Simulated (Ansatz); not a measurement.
BC₅:
```
BC5
1.0
   -1.25765     1.25765     5.69615
    1.25765    -1.25765     5.69615
    1.25765     1.25765    -5.69615
B C
1 5
Cartesian
  0.00000   1.25765   2.84808
  0.00000   0.00000   9.61224
  0.00000   0.00000   1.78007
  0.00000   0.00000   5.69615
  1.25765   0.00000   4.78335
  1.25765   0.00000   0.91280
```

Relaxed with PBE. Special points in fractions of this cell's reciprocal vectors: Γ (0.000, 0.000, 0.000); X (0.000, 0.000, 0.500); P (0.250, 0.250, 0.250); N (0.000, 0.500, 0.000); M (0.500, 0.500, -0.500); S (0.262, 0.738, -0.262); S0 (-0.262, 0.262, 0.262); R (-0.024, 0.024, 0.500); G (0.500, 0.500, -0.024).

List the band energies nearest the Fermi level at these points for the program Ansatz at the PBE level (PAW).

In eV from the Fermi level; about four levels below and three above (degenerate sets whole), none deeper than 8.9 eV; points with the same levels are listed once.

| k | below | above |
|---|---|---|
| Γ | -4.98 -4.98 -3.12 -3.12 | 0.29 1.73 1.73 |
| X | -6.40 -5.88 -4.99 -4.85 | 4.71 5.70 7.46 |
| P | -6.14 -5.67 -5.15 -4.93 | 5.33 5.91 6.31 |
| N | -4.51 -2.59 -2.51 -2.24 | 0.93 7.83 8.67 |
| M | -2.31 -2.31 -1.92 -1.90 | 0.41 0.41 5.28 |
| S | -2.88 -2.76 -2.72 -2.40 | 0.95 7.92 8.56 |
| R | -6.35 -5.84 -5.02 -4.88 | 4.81 5.78 7.49 |

Space group I-4m2. The first step of the workflow began from a Materials Project structure, measured or hypothetical; the Crystallography Open Database copy checked does not list it. Whether it is the stable phase at ambient conditions was not checked. Symmetry was held in the PBE relaxation; its stability against distortions is not shown here. Its formation energy is positive at this level, so the cell may be metastable or incomplete.

Potentials: the later of the program's two PAW sets.
